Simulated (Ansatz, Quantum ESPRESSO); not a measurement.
This is a calculation of WF for Ansatz 0.2.0. Atoms were shifted at random by some hundredths of an Å from the given cell, which wasn't relaxed again for these runs. The cell comes from a database or a generator and needn't be the stable form of this composition.

Contents of input.yaml:

```yaml
crystal:
  lattice:
    - [1.36589, 0.7886, 5.0696]
    - [-1.36589, 0.7886, 5.0696]
    - [0.0, -1.57719, 5.0696]
  atoms:
    - { symbol: W, position: [0.806754, 0.823586, 0.803672] }
    - { symbol: F, position: [0.930247, 0.959805, 0.918376] }
hamiltonian:
  xc: pbe
  pseudopotentials: { kind: paw }
kpoints:
  mp_grid: { grid: [11, 11, 11] }
scf:
  occupations: { method: fermi_dirac, width: 0.05 }
output:
  forces: true
  stress: true
  eigenvalues: true
```

Potentials or basis: Ansatz PAW.

Launch:

```bash
$ ansatz run input.yaml --threads 1 --pin off --max-ram 3584MiB --backend cpu --events-out ev --progress --plain --runs-dir out
```

Q: Set up the same calculation for Quantum ESPRESSO 7.5. Potentials or basis there: SSSP 1.3 efficiency PBE, cutoff 748 eV.

A: As run (cutoffs and basis follow the program's own potentials, and thresholds, step limits or extra output files can differ):

File pw.in:

```
&CONTROL
  calculation = 'scf'
  prefix = 'pwscf'
  outdir = './tmp'
  pseudo_dir = './pseudo'
  tprnfor = .true.
  tstress = .true.
  disk_io = 'nowf'
/
&SYSTEM
  ibrav = 0
  nat = 2
  ntyp = 2
  ecutwfc = 55
  ecutrho = 440
  nbnd = 17
  occupations = 'smearing'
  smearing = 'fd'
  degauss = 0.00367493
/
&ELECTRONS
  conv_thr = 4d-10
  electron_maxstep = 120
  mixing_beta = 0.5
/
ATOMIC_SPECIES
W    183.8400 W_pbe_v1.2.uspp.F.UPF
F     18.9984 f_pbe_v1.4.uspp.F.UPF
CELL_PARAMETERS angstrom
   1.3658900000    0.7886000000    5.0696000000
  -1.3658900000    0.7886000000    5.0696000000
   0.0000000000   -1.5771900000    5.0696000000
ATOMIC_POSITIONS crystal
W      0.8067540000    0.8235860000    0.8036720000
F      0.9302470000    0.9598050000    0.9183760000
K_POINTS automatic
11 11 11 0 0 0
```

Potentials or basis: SSSP 1.3 efficiency PBE.

Command:

```sh
$ OMP_NUM_THREADS=1 pw.x -in pw.in > pw.out
```

Both were run:

|  | Ansatz | Quantum ESPRESSO |
| --- | --- | --- |
| Pressure | -1.8 GPa | -1.1 GPa |
| Energy over the undisturbed cell | 5.2 meV/atom | 1.7 meV/atom |

Ansatz's pressure holds a Pulay term of +0.39 GPa for its cutoff of 420 eV, which the other run lacks.

Where Ansatz's input types no cutoff or centring, it takes its own default and a Γ-centred mesh.

The two runs disagree by more than potentials and bases usually give (in gap, levels, pressure or energy); the cause wasn't traced.

Pressure is positive in compression.
